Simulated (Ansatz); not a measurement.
Which way does NaCl + KF ⇌ NaF + KCl run?

Plane-wave DFT in Ansatz with scalar-relativistic PAW potentials, cutoff 500 eV, Γ-centred meshes chosen by cell and gap, Gaussian smearing with energies taken to zero width. Every cell was relaxed (cell and atoms) in a run of its own, within the symmetry of its start. Functional: r2SCAN.

Total energies hold large constants for each element; a whole number of eV per atom of each element is taken off below, which cancels in a balanced reaction.

```tsv
compound	lowest structure computed	structures tried	V (Å³/atom)	gap on mesh (eV)	E (eV per formula unit, common shift removed)
NaCl	Fm-3m	2	22.05	5.97	-3.3276
KF	Fm-3m	1	18.79	6.91	-6.1917
NaF	Fm-3m	2	12.12	7.28	-5.3727
KCl	Fm-3m	1	31.09	5.83	-4.4731
```

Task: Work out the reaction energy at 0 K.

Result: ΔE = E(NaF) + E(KCl) − E(NaCl) − E(KF) = -0.327 eV, or -32 kJ per mole of reaction (-82 meV/atom). The right side is lower: Na takes F and K takes Cl. The smaller cation ends with the smaller anion, the pairing that gives the greater sum of ionic lattice energies, which go as 1/(r₊ + r₋). All four are computed as solids; where they are solids at ordinary conditions entropy changes little. A lower structure that wasn't tried would shift the value, and mixed crystals may lie lower than either side.